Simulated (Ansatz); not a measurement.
TiP (CsCl type, Pm-3m) at seven volumes, PBEsol (plane waves, PAW; program Ansatz), scaled uniformly. One row is withheld.

| V (Å³/atom) | P (GPa) |
|---|---|
| 12.765 | 17.24 |
| 13.185 | 10.62 |
| 13.606 | ? |
| 14.027 | 0.00 |
| 14.448 | -4.20 |
| 14.869 | -7.88 |
| 15.289 | -11.03 |

Question: Fit the shown pressures and predict the withheld one.

Answer: Third-order Birch–Murnaghan: P = (3/2)B₀(x^(7/2) − x^(5/2))[1 + (3/4)(B′ − 4)(x − 1)] with x = (V₀/V)^(2/3). Least squares on the six rows gives V₀ = 14.028 Å³/atom, B₀ = 151.7 GPa, B′ = 3.93. At V = 13.606, x = 1.0206 and P = 4.92 GPa. The run itself gave 4.86 GPa.

A made-up cell: these elements were put on the sites of a structure type; neither database checked (COD, Materials Project) lists it. COD files the formula under space group No. 194. Its standing as an ambient phase is unchecked. The cell was relaxed with PBEsol under the symmetry of its start. At this level the phase is mechanically unstable. The run is not spin-polarised.

Potentials: the earlier of the program's two PAW sets. The files were generated under PBE; for other functionals the program regenerates the frozen cores, and for LDA and PBEsol the local potential too.
